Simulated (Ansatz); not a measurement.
Relaxed candidate structures of Te:

A. Cmce (No. 64), oS8, AFLOW prototype A_oC8_64_f (A11, as in Ga); a = 4.964 Å, b = 8.890 Å, c = 6.289 Å, α = β = γ = 90.00°; Te 8f (0.000, 0.146, 0.080)

B. Pmma (No. 51), oP4; a = 7.4805 Å, b = 3.9309 Å, c = 4.2625 Å, α = 90.00°, β = 90.00°, γ = 90.00°; Te 2e (0.750, 0.000, 0.193); Te 2d (0.500, 0.500, 0.500)

C. Fd-3m, origin choice 1 (No. 227), cF8, diamond type; a = b = c = 7.0606 Å, α = β = γ = 90.00°; Te 8b (0.500, 0.500, 0.500)

D. Fmmm (No. 69), oF8; a = 4.234 Å, b = 4.693 Å, c = 12.023 Å, α = β = γ = 90.00°; Te 8i (0.000, 0.000, 0.123)

E. I4₁/amd, origin choice 1 (No. 141), tI4, AFLOW prototype A_tI4_141_a (A5, as in Sn); a = b = 6.251 Å, c = 3.128 Å, α = β = γ = 90.00°; Te 4a (0.000, 0.000, 0.000)

Order them by energy per atom (lowest first) at the level PBEsol (plane waves to 420 eV, PAW, scalar-relativistic; Ansatz, an electronic-structure program).

D (reference), B (+0.04 eV/atom), E (+0.10 eV/atom), A (+0.18 eV/atom), C (+0.41 eV/atom)

The lowest structure calculated, P3₁21, hP3, AFLOW prototype A_hP3_152_a (A8, as in Se), is not among these; it lies 0.09 eV/atom below the lowest of them. Probably no minimum, since a slightly shaken restart fell lower: Cmce, oS8, AFLOW prototype A_oC8_64_f (A11, as in Ga) (by 0.25 eV/atom, to C2/m); Pmma, oP4 (by 0.02 eV/atom, to P4₁); I4₁/amd, tI4, AFLOW prototype A_tI4_141_a (A5, as in Sn) (by 0.17 eV/atom, to Pm-3m).  2 generated cells of layers, chains or molecules, poorly bound without dispersion, are left out. Each run could gain symmetry but not lose that of its start, so entries can be saddle points. All of these are generated cells (placed on structure types, drawn at random, substituted or restacked) that were not matched to a known phase here. Energies are at zero temperature and pressure, without zero-point motion. No spin polarisation in the result.
